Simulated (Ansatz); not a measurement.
Input:

Ta2Se (space group P4/nmm)

```yaml
crystal:
  lattice:
    - [3.36664, 0.00000, 0.00000]
    - [0.00000, 3.36664, 0.00000]
    - [0.00000, 0.00000, 10.00063]
  atoms:
    - { symbol: Ta, position: [0.50000, 0.00000, 0.76098] }
    - { symbol: Ta, position: [0.00000, 0.50000, 0.23902] }
    - { symbol: Ta, position: [0.00000, 0.50000, 0.92382] }
    - { symbol: Ta, position: [0.50000, 0.00000, 0.07618] }
    - { symbol: Se, position: [0.00000, 0.50000, 0.64000] }
    - { symbol: Se, position: [0.50000, 0.00000, 0.36000] }
```

Equation-of-state scan: isotropic scaling of the cell above, V₀ being its volume. The atoms relax within the cell's symmetry.

Calculation: r2SCAN+rVV10 (plane waves to 500 eV, PAW, scalar-relativistic; Ansatz, a first-principles code). k mesh 14×14×5 (Γ-centred), Fermi-Dirac smearing 0.05 eV. Energies are smeared free energies. Compression counts positive. With the shape held, the modulus is that of even scaling; a crystal free to change shape is softer. At this level the bands of Ta2Se touch or barely overlap. Spin-orbit coupling is left out, though Ta is heavy. Ta2Se is run without spin polarisation. Ta2Se was relaxed with its symmetry unable to fall. The zero of ΔE is the relaxed starting cell.

The scan covers V/V₀ from 0.900 to 1.100 in 11 points.

Problem. What is ΔE at V/V₀ = 0.900?

Solution. 78 meV/atom.

Problem. What pressure does the cell carry at V/V₀ = 0.900?

Solution. 15.0 GPa.

(A scan under strain: stresses follow from slopes of the energy per volume, elastic moduli from its curvatures.)
